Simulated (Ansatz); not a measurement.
Here is the system:

ScAg₄:
```yaml
crystal:
  lattice:
    - [-3.26285, 3.26285, 2.01728]
    - [3.26285, -3.26285, 2.01728]
    - [3.26285, 3.26285, -2.01728]
  atoms:
    - { symbol: Ag, position: [0.59960, 0.19939, 0.79899] }
    - { symbol: Ag, position: [0.80061, 0.59960, 0.40021] }
    - { symbol: Ag, position: [0.40040, 0.80061, 0.20101] }
    - { symbol: Ag, position: [0.19939, 0.40040, 0.59979] }
    - { symbol: Sc, position: [0.00000, 0.00000, 0.00000] }
```

This is the PBEsol-relaxed structure.

Q: All from PBEsol in the plane-wave PAW code Ansatz, unless another level is named. Estimate the bulk modulus (Birch–Murnaghan fit).

A: 113 GPa.

Q: And the highest zone-centre frequency?

A: 219 cm⁻¹.

Space group I4/m. The workflow started from an entry of the Crystallography Open Database (COD). Its standing as an ambient phase is unchecked. The cell was relaxed with PBEsol under the symmetry of its start; of distortions, only those at the zone centre were tested. The run is not spin-polarised. As this level gives no gap, phonon frequencies hold no LO–TO term and depend on the k-mesh and smearing (Fermi–Dirac, 0.1 eV here).

Potentials: the later of the program's two PAW sets.
